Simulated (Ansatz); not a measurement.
**Stationary points along a deformation path in ZnO**

Level of theory: DFT r2SCAN, scalar-relativistic, plane waves, PAW in Ansatz 0.2.0. Settings: plane waves to 500 eV, k-mesh 12×12×6 (Γ-centred), Gaussian smearing 0.05 eV. No spin polarisation. Energies are free energies at this smearing, counted from the undisturbed cell; pressure is positive in compression.

The starting cell (as given, not relaxed at this level; it stands at -1.1 GPa):

```yaml
crystal:
  lattice:
    - [3.24940, 0.00000, 0.00000]
    - [-1.62470, 2.81406, 0.00000]
    - [0.00000, 0.00000, 5.20380]
  atoms:
    - { symbol: Zn, position: [0.33333, 0.66667, 0.00000] }
    - { symbol: Zn, position: [0.66667, 0.33333, 0.50000] }
    - { symbol: O, position: [0.33333, 0.66667, 0.38210] }
    - { symbol: O, position: [0.66667, 0.33333, 0.88210] }
```

At fixed volume and fractional coordinates, lengths along (0.000, 0.000, 1.000) are scaled against those across it; ρ is that ratio over its starting value. V = 11.896 Å³/atom. Δσ is the stress along the axis less the mean stress across it (compression positive).

```csv
ρ,ΔE (meV/atom),Δσ (GPa),space group
0.800,327.8,64.21,P6_3mc
0.850,166.5,43.72,P6_3mc
0.920,41.7,20.62,P6_3mc
0.960,9.9,9.75,P6_3mc
1.000,0.0,0.22,P6_3mc
1.050,12.2,-10.10,P6_3mc
1.100,45.8,-19.00,P6_3mc
1.200,159.9,-33.54,P6_3mc
1.300,315.8,-44.90,P6_3mc
```

Task: How does the stress give the slope of the energy, and where is the energy stationary?

Result: Along the path d ln(length) is 2/3 d ln ρ on the axis and −1/3 d ln ρ across it, so dE/d ln ρ = −(2/3) V Δσ: the energy falls with ρ where Δσ is positive. Δσ vanishes or changes sign between ρ = 1.000 and 1.050, a minimum (near 1.00 by linear interpolation). Pairs of stationary points between two samples would go unseen, and could change a minimum read from distant neighbours into a maximum.

Task: Integrate that slope from ρ = 1 to 0.850 by the trapezoid rule.

Result: With V/N in Å³ and 1 eV/Å³ = 160.2 GPa the slopes at ρ = 1.000, 0.960, 0.920, 0.850 are -11, -482, -1021, -2164 meV/atom per unit of ln ρ. The steps add 10.1 + 32.0 + 126.0 = 168.1 meV/atom, against 166.5 from the energies; the trapezoid rule misses the curvature of the slope within each step.

Forces appear on the atoms along this scan, and letting them relax would lower the energy and soften the response.